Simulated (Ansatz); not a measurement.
Ti (simple cubic, Pm-3m) at seven volumes, the program Ansatz at the PBE level (PAW), scaled uniformly. One row is withheld.

```tsv
V (Å³/atom)	P (GPa)
16.754	8.39
17.306	?
17.859	2.44
18.411	0.00
18.963	-2.14
19.516	-4.02
20.068	-5.69
```

Task: Fit the shown pressures and predict the withheld one.

Result: P = (3/2)B₀(x^(7/2) − x^(5/2))[1 + (3/4)(B′ − 4)(x − 1)] with x = (V₀/V)^(2/3). Least squares on the six rows gives V₀ = 18.412 Å³/atom, B₀ = 76.2 GPa, B′ = 3.31. At V = 17.306, x = 1.0422 and P = 5.23 GPa. The run itself gave 5.21 GPa.

The cell is a constructed one: a structure type filled with these elements; neither database checked (COD, Materials Project) lists it. It is not the phase usual at ambient conditions (space group No. 194). The cell was relaxed with PBE under the symmetry of its start. At this level the phase is mechanically unstable. The run is not spin-polarised.

Potentials: the later of the program's two PAW sets.
